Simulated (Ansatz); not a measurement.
An Ansatz (a quantum-chemistry and plane-wave program) run. Input:

Ansatz 0.2 input:
```yaml
crystal:
  lattice:
    - [0.0, 3.4874491741, 3.4874491741]
    - [3.4874491741, 0.0, 3.4874491741]
    - [3.4874491741, 3.4874491741, 0.0]
  atoms:
    - { symbol: Rb, position: [0.0, 0.0, 0.0] }
    - { symbol: Br, position: [0.5, 0.5, 0.5] }
kpoints:
  mp_grid: { grid: [5, 5, 5] }
hamiltonian:
  xc: hse06
  pseudopotentials: { kind: paw }
magnetization: { noncollinear: true, spin_orbit: true }
scf:
  n_extra_bands: 12
  occupations: { method: gaussian, width: 0.02 }
output:
  eigenvalues: true
  eigenstates:
    e_range: [-9.0, 16.1]
    kpoints:
      - [0.0, 0.0, 0.0]  # VBM
      - [0.0, 0.0, 0.0]  # CBM
      - [0.0, 0.0, 0.0]  # GAMMA
      - [0.5, 0.0, 0.5]  # X
      - [0.5, 0.5, 0.5]  # L
      - [0.5, 0.25, 0.75]  # W
      - [0.375, 0.375, 0.75]  # K
      - [0.625, 0.25, 0.625]  # U
```

Output (shortened):

```
Pseudopotential: Rb, paw_fr, valence charge 9
Pseudopotential: Br, paw_fr, valence charge 7
Functional definition: HSE06
non-collinear run that drives no moment, with spin-orbit …
Crystal: 2 atoms, lattice volume = 84.831 Å³
Basis set: ecut = 420 eV, 1639 PW (Γ)
Bands: 28, of which v1, the nominal top of the filled ones, is band 16 counted from 1 (15 counted from 0)
Symmetry: 48 space group operations + 48 with time reversal
k-points: 10 of 125
Projection manifold: j_resolved (fully-relativistic pseudo-atomic orbitals)
SCF iter   1: F=—  HF=-6055.439797 eV  |F-HF|=—  |Δ(HF+E_count)|=         —  Δρ=2.74e-2  dr2=1.26e0  dr2_m=0.00e0 (ungated)  ethr=1.00e-1  |M|=0.00e0 ∫|m|=0.00e0 μB  |m|>n=0.0e0 m-floor=0.0e0 τ_xc=0.0e0  β_m=0.30  ⟨swp⟩=7.5  Hψ=1112  notcnv=0
preconditioner: auto → none
SCF iter   2: F=—  HF=-6055.004480 eV  |F-HF|=—  |Δ(HF+E_count)|=   4.35e-1  Δρ=1.23e-2  dr2=2.52e-1  dr2_m=0.00e0 (ungated)  ethr=7.89e-3  |M|=0.00e0 ∫|m|=0.00e0 μB  |m|>n=0.0e0 m-floor=0.0e0 τ_xc=0.0e0  β_m=0.41  ⟨swp⟩=3.9  Hψ=690  notcnv=0
iter 3 solved again at ethr=9.50e-5 eV; its pass at ethr=1.58e-3 eV (dr2=1.52e-2 eV) is discarded
SCF iter   3: F=—  HF=-6054.928920 eV  |F-HF|=—  |Δ(HF+E_count)|=   7.56e-2  Δρ=4.02e-3  dr2=1.51e-2  dr2_m=0.00e0 (ungated)  ethr=9.50e-5  |M|=0.00e0 ∫|m|=0.00e0 μB  |m|>n=0.0e0 m-floor=0.0e0 τ_xc=0.0e0  β_m=0.52  ⟨swp⟩=2.7  Hψ=1446  notcnv=0  defer=2
SCF iter   4: F=—  HF=-6054.935207 eV  |F-HF|=—  |Δ(HF+E_count)|=   6.29e-3  Δρ=1.30e-3  dr2=1.80e-3  dr2_m=0.00e0 (ungated)  ethr=9.45e-5  |M|=0.00e0 ∫|m|=0.00e0 μB  |m|>n=0.0e0 m-floor=0.0e0 τ_xc=0.0e0  β_m=0.62  ⟨swp⟩=3.3  Hψ=638  notcnv=0  defer=2
SCF iter   5: F=-6054.937152 eV  HF=-6054.937120 eV  |F-HF|=3.25e-5  |Δ(HF+E_count)|=   1.91e-3  Δρ=2.39e-4  dr2=3.78e-5  dr2_m=0.00e0 (ungated)  ethr=1.13e-5  |M|=0.00e0 ∫|m|=0.00e0 μB  |m|>n=0.0e0 m-floor=0.0e0 τ_xc=0.0e0  ⟨swp⟩=3.7  Hψ=714  notcnv=0  defer=4
SCF 1 stopped early in 5 iterations: F = -6054.937152 eV  dr2 = 3.78e-5
Crystal: 2 atoms, lattice volume = 84.831 Å³
Projection manifold: j_resolved (fully-relativistic pseudo-atomic orbitals)
Exchange kernel: α = 0.2500, screened, ω = 0.2079 Å⁻¹, Wigner–Seitz truncation, v(0) = 1046.7335 eV·Å³, q-mesh 5×5×5, nearest image of the exchange supercell L …
Frozen-core exchange: fock
SCF iter   1: F=—  HF=-6057.018152 eV  |F-HF|=—  |Δ(HF+E_count)|=         —  Δρ=2.39e-3  dr2=4.74e-3  dr2_m=0.00e0 (ungated)  ethr=2.36e-6  |M|=0.00e0 ∫|m|=0.00e0 μB  |m|>n=0.0e0 m-floor=0.0e0 τ_xc=0.0e0  β_m=0.30  ⟨swp⟩=8.2  Hψ=1490  notcnv=0
preconditioner: auto → none
SCF iter   2: F=—  HF=-6057.017221 eV  |F-HF|=—  |Δ(HF+E_count)|=   9.30e-4  Δρ=1.56e-3  dr2=1.62e-3  dr2_m=0.00e0 (ungated)  ethr=2.36e-6  |M|=0.00e0 ∫|m|=0.00e0 μB  |m|>n=0.0e0 m-floor=0.0e0 τ_xc=0.0e0  β_m=0.65  ⟨swp⟩=3.1  Hψ=654  notcnv=0
SCF iter   3: F=—  HF=-6057.016674 eV  |F-HF|=—  |Δ(HF+E_count)|=   5.47e-4  Δρ=4.23e-4  dr2=2.83e-4  dr2_m=0.00e0 (ungated)  ethr=2.36e-6  |M|=0.00e0 ∫|m|=0.00e0 μB  |m|>n=0.0e0 m-floor=0.0e0 τ_xc=0.0e0  β_m=0.59  ⟨swp⟩=3.0  Hψ=632  notcnv=0
SCF iter   4: F=—  HF=-6057.018372 eV  |F-HF|=—  |Δ(HF+E_count)|=   1.70e-3  Δρ=1.87e-4  dr2=4.20e-5  dr2_m=0.00e0 (ungated)  ethr=6.97e-7  |M|=0.00e0 ∫|m|=0.00e0 μB  |m|>n=0.0e0 m-floor=0.0e0 τ_xc=0.0e0  β_m=0.59  ⟨swp⟩=3.6  Hψ=730  notcnv=0  defer=2
SCF iter   5: F=—  HF=-6057.018361 eV  |F-HF|=—  |Δ(HF+E_count)|=   1.13e-5  Δρ=3.18e-5  dr2=3.03e-6  dr2_m=0.00e0 (ungated)  ethr=2.40e-7  |M|=0.00e0 ∫|m|=0.00e0 μB  |m|>n=0.0e0 m-floor=0.0e0 τ_xc=0.0e0  β_m=0.79  ⟨swp⟩=3.0  Hψ=502  notcnv=0
SCF iter   6: F=-6057.018381 eV  HF=-6057.018382 eV  |F-HF|=8.01e-7  |Δ(HF+E_count)|=   2.06e-5  Δρ=2.70e-5  dr2=1.22e-6  dr2_m=0.00e0 (ungated)  ethr=4.12e-9  |M|=0.00e0 ∫|m|=0.00e0 μB  |m|>n=0.0e0 m-floor=0.0e0 τ_xc=0.0e0  ⟨swp⟩=4.2  Hψ=880  notcnv=0  defer=2
SCF 2 stopped early in 6 iterations: F = -6057.018381 eV  dr2 = 1.22e-6
hybrid outer 1: dexx = +2.028e-3 eV, tail = 8.94e-6 eV
Crystal: 2 atoms, lattice volume = 84.831 Å³
Projection manifold: j_resolved (fully-relativistic pseudo-atomic orbitals)
Exchange kernel: α = 0.2500, screened, ω = 0.2079 Å⁻¹, Wigner–Seitz truncation, v(0) = 1046.7335 eV·Å³, q-mesh 5×5×5, nearest image of the exchange supercell L …
Frozen-core exchange: fock
SCF iter   1: F=—  HF=-6057.018622 eV  |F-HF|=—  |Δ(HF+E_count)|=         —  Δρ=3.04e-5  dr2=4.02e-7  dr2_m=0.00e0 (ungated)  ethr=2.79e-7  |M|=0.00e0 ∫|m|=0.00e0 μB  |m|>n=0.0e0 m-floor=0.0e0 τ_xc=0.0e0  β_m=0.30  ⟨swp⟩=4.8  Hψ=782  notcnv=0
preconditioner: auto → none
iter 2 solved again at ethr=1.54e-10 eV; its pass at ethr=2.04e-9 eV (dr2=2.46e-8 eV) is discarded
SCF iter   2: F=-6057.018622 eV  HF=-6057.018622 eV  |F-HF|=6.69e-9  |Δ(HF+E_count)|=   1.08e-7  Δρ=1.02e-5  dr2=2.91e-8  dr2_m=0.00e0 (ungated)  ethr=1.54e-10  |M|=0.00e0 ∫|m|=0.00e0 μB  |m|>n=0.0e0 m-floor=0.0e0 τ_xc=0.0e0  ⟨swp⟩=2.4  Hψ=1040  notcnv=0
SCF 3 converged in 2 iterations: F = -6057.018622 eV  dr2 = 2.91e-8
hybrid outer 2: dexx = +1.166e-7 eV, tail = 6.29e-8 eV, Δε = 1.61e-3 eV (about 1.31e-4 eV left of the loop's levels)
NSCF: frozen V_eff on 8 k-points
hybrid SCF converged: 2 outer / 8 inner (+5 warm-up), last move |dexx| = 1.17e-7 eV, tail = 6.29e-8 eV
Stability not checked (fock_operator)
Magnetization: |M| = 0.0000 μB,  M = (+0.0000, +0.0000, +0.0000) μB
Absolute magnetization: 0.0000 μB (∫|m|)
  site 0: m = (+0.0000, +0.0000, +0.0000) μB, |m| = 0.0000 μB  (R = 1.44 Å)
  site 1: m = (+0.0000, +0.0000, +0.0000) μB, |m| = 0.0000 μB  (R = 1.44 Å)
Free energy (F): -6057.018622 eV
Frozen-core exchange: fock
Harris-Foulkes:  -6057.018622 eV  (|F-HF|=6.69e-9)
Internal energy: -6057.018622 eV  (E = F + TS)
E sigma→0 (E₀):  -6057.018622 eV
Fermi energy:    2.795379 eV
--- Per-component energies (eV) ---
  E_band       = -135.636045
  E_kinetic    = 326.699873
  E_local      = -818.693254  (includes V_loc(G=0)·N_el)
  E_nonlocal   = 242.382633
  E_hartree    = 213.622565
  E_xc         = -313.968403
  E_vxc        = -193.470082  (∫ρ·V_xc dr)
  E_exx        = -33.273350  (= α·E_x^exact, valence–valence)
  E_paw        = -4916.075188  (= ΣΔE_a)
  E_vpaw       = -53.253276  (= ΣTr[D̂ρ^β])
  E_aug_tail   = -0.000001  (compensation charges beyond the density's cutoff)
  E_ewald      = -756.986886
  E_core_change = -0.726612  (= ΣΔE_core)
  E_smearing   =  0.000000  (= −TS)
  E_closure    =  0.000000  (closes the sum)
  Σ components = -6057.018622   (vs F -6057.018622, Δ=0.00e0)
  [band-id]    e_kinetic+e_local+e_nonlocal+2·e_hartree+e_vxc+2·e_exx+e_vpaw+e_augmentation_tail = -135.635676   (vs E_band -135.636045, Δ=3.69e-4)
--- Band table (eV; the first three rows and the last of 10) ---
  k-point 0: bands = ["-26.2030", "-26.2030", "-13.1089", "-13.1089", "-9.7243", "-9.7243", "-8.8183", "-8.8183", "-8.8183", "-8.8183", "-0.3341", "-0.3341", "0.1902", "0.1902", "0.1902", "0.1902", "5.4005", "5.4005", "8.5260", "8.5260", "8.5260", "8.5260", …
  k-point 1: bands = ["-26.2003", "-26.2003", "-13.1196", "-13.1196", "-9.7180", "-9.7180", "-8.8198", "-8.8198", "-8.8094", "-8.8094", "-0.5445", "-0.5445", "-0.0799", "-0.0799", "0.0681", "0.0681", "6.2453", "6.2453", "8.3244", "8.3244", "8.9933", "8.9933", …
  k-point 2: bands = ["-26.1959", "-26.1959", "-13.1367", "-13.1367", "-9.7083", "-9.7083", "-8.8221", "-8.8221", "-8.7946", "-8.7946", "-0.9283", "-0.9283", "-0.3501", "-0.3501", "-0.1170", "-0.1170", "7.6181", "7.6181", "8.6112", "8.6112", "10.2264", …
  k-point 9: bands = ["-26.1935", "-26.1935", "-13.0876", "-13.0876", "-9.7683", "-9.7683", "-8.9125", "-8.9125", "-8.8398", "-8.8398", "-0.7129", "-0.7129", "-0.2898", "-0.2898", "-0.1384", "-0.1384", "7.8347", "7.8347", "8.4014", "8.4014", "9.4793", …
```

Cost: very roughly 4 core-minutes on shared cores.

The points marked VBM and CBM come from a semilocal run.

Space group Fm-3m (rock salt). The cell was relaxed with HSE06 under the symmetry of its start.

Potentials: the later of the program's two PAW sets.

Ansatz is a plane-wave DFT program.
